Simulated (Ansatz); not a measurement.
This guess for AlB₂P₃ is about to be relaxed.

```
CELL_PARAMETERS angstrom
2.58122 1.49027 4.10058
-2.58122 1.49027 4.10058
0.00000 -2.98053 4.10058
ATOMIC_POSITIONS crystal
Al 0.00000 0.00000 0.00000
B 0.62652 0.62652 0.62652
B 0.37348 0.37348 0.37348
P 0.00000 0.50000 0.00000
P 0.50000 0.00000 0.00000
P 0.00000 0.00000 0.50000
```

Computed with Ansatz, DFT PBE, scalar-relativistic, plane waves, PAW. Cutoff 420 eV, Gaussian smearing, Γ-centred meshes. Cell and atoms relax first on a coarse mesh and then on a finer one. In between, the cell is made exact in the group found at 0.06 Å. In metals the finer mesh still leaves noise of several meV/atom or more. The steps can't lower the symmetry of their start. No spin polarisation.

A guess keeps its type if space group and coordination stay and the shape of the cell changes little (axis ratios within about 15 %, angles within 6°); the volume may change.

**Question.** Will the relaxed cell still be of the starting type?

**Answer.** It doesn't keep its type. The symmetry stays R-3m (No. 166). The volume per atom shrinks by 4.8 %, from 15.8 to 15.0 Å³. The shortest distance goes from 2.53 Å (Al–P) to 2.05 Å (B–P). The ratio c/a of the conventional cell changes by a factor of 1.11. Counting neighbours within 15 % of an atom's shortest distance, the start has Al 6, B 16, P 6 and the end Al 12, B 3, P 2. In detail, at the end around Al lie 6 P at 2.58 Å and 6 B at 2.91 Å; B is surrounded by 3 P at 2.05 Å and 3 Al at 2.91 Å; around P lie 2 B at 2.05 Å, 4 P at 2.45 Å and 2 Al at 2.58 Å.

Space group R-3m:H (No. 166). a = 4.909 Å, b = 4.909 Å, c = 12.951 Å, α = 90.00°, β = 90.00°, γ = 120.00°
| atom | site | symmetry | x | y | z |
| --- | --- | --- | --- | --- | --- |
| Al | 3a | -3m | 0.0000 | 0.0000 | 0.0000 |
| B | 6c | 3m | 0.0000 | 0.0000 | 0.7184 |
| P | 9d | .2/m | 0.1667 | 0.8333 | 0.8333 |

Formation energies are uncorrected and refer to the elements' standard structures at the same level. The references include black phosphorus.

**Question.** At what energy does it end?

**Answer.** +1.04 eV/atom. The separate elements lie lower, so it is unstable against them.

The last run used a 12×12×12 mesh for its 6-atom cell and Gaussian smearing of 0.10 eV. The reference form of P is held partly by dispersion forces, which this level lacks. Symmetry constrained the relaxation, so the result can be a saddle point. Another cell of AlB2P3 relaxed alike, in P4mm, lies 0.48 eV/atom lower, so this cell isn't the stable form at this level.
